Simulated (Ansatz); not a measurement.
## Is this Hf3TiN4 structure stable?

It was reached by relaxing an invented guess, and it needn't be the stable form of this composition.

The calculation used Ansatz 0.2.0, DFT PBE, scalar-relativistic, plane waves, PAW. Settings of the last relaxation (8-atom cell): 420 eV, 12×12×4 k points, Gaussian smearing of 0.10 eV, no spin polarisation.

```cif
data_structure
_symmetry_space_group_name_H-M 'P 1'
_symmetry_Int_Tables_number 1
_cell_length_a 3.1134
_cell_length_b 3.1134
_cell_length_c 10.7452
_cell_angle_alpha 90.000
_cell_angle_beta 90.000
_cell_angle_gamma 120.000
_cell_volume 90.20
loop_
_atom_site_label
_atom_site_type_symbol
_atom_site_fract_x
_atom_site_fract_y
_atom_site_fract_z
_atom_site_occupancy
Hf1 Hf 0.66667 0.33333 0.50000 1
Hf2 Hf 0.33333 0.66667 0.75596 1
Hf3 Hf 0.33333 0.66667 0.24404 1
Ti1 Ti 0.66667 0.33333 0.00000 1
N1 N 0.00000 0.00000 0.62749 1
N2 N 0.00000 0.00000 0.11844 1
N3 N 0.00000 0.00000 0.88156 1
N4 N 0.00000 0.00000 0.37251 1
```

Formation energies are uncorrected and refer to the elements' standard structures at the same level (N₂ as a molecule).

Question: These tests were run: energy against the elements; phonons on a 3×3×1 q mesh. What do they show?

Answer:

| test | result |
| --- | --- |
| energy against the elements | −1.60 eV/atom |
| phonons on a 3×3×1 q mesh | no imaginary mode on the mesh |

It fails none of these tests. Whether a mixture of other phases lies lower isn't tested here.

Spin–orbit coupling, which can matter for Hf, is left out. The run for the phonons used a 12×12×4 k mesh and Fermi–Dirac smearing of 0.15 eV.
